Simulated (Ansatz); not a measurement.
Given:

Cr$_{3}$C$_{2}$:
```cif
data_C4Cr6
_chemical_formula_sum 'Cr6 C4'
_space_group_name_H-M_alt 'P 1'
_space_group_IT_number 1
_cell_length_a 4.79754
_cell_length_b 4.79754
_cell_length_c 6.83857
_cell_angle_alpha 90.000
_cell_angle_beta 90.000
_cell_angle_gamma 145.950
loop_
_space_group_symop_operation_xyz
  'x, y, z'
loop_
_atom_site_label
_atom_site_type_symbol
_atom_site_fract_x
_atom_site_fract_y
_atom_site_fract_z
_atom_site_occupancy
Cr1 Cr 0.59934 0.40066 0.25000 1
Cr2 Cr 0.40066 0.59934 0.75000 1
Cr3 Cr 0.85699 0.14301 0.42960 1
Cr4 Cr 0.14301 0.85699 0.57040 1
Cr5 Cr 0.14301 0.85699 0.92960 1
Cr6 Cr 0.85699 0.14301 0.07040 1
C1 C 0.24383 0.75617 0.25000 1
C2 C 0.75617 0.24383 0.75000 1
C3 C 0.50000 0.50000 0.50000 1
C4 C 0.50000 0.50000 0.00000 1
```

This is the r²SCAN-relaxed structure.

Q: All from DFT-r²SCAN in the program Ansatz with PAW potentials, unless another level is named. Predict the electronic character.

A: metallic (no gap).

Q: Next, the formation energy from the elements (no fitted shifts)?

A: 0.060 eV/atom.

Q: Next, the density of states at the Fermi level?

A: 0.61 states/eV per atom (mean over ±0.08 eV).

Space group Cmcm. The workflow started from a Materials Project entry (that database holds measured and hypothetical structures alike); the Crystallography Open Database copy checked does not list it. COD files the formula under space group No. 62. Its standing as an ambient phase is unchecked. The cell was relaxed with r²SCAN under the symmetry of its start; whether a distortion lowers the energy is not shown. No spin polarisation was allowed. The references are the lowest solids computed at this level, not always the standard phases.

Potentials: the later of the program's two PAW sets.
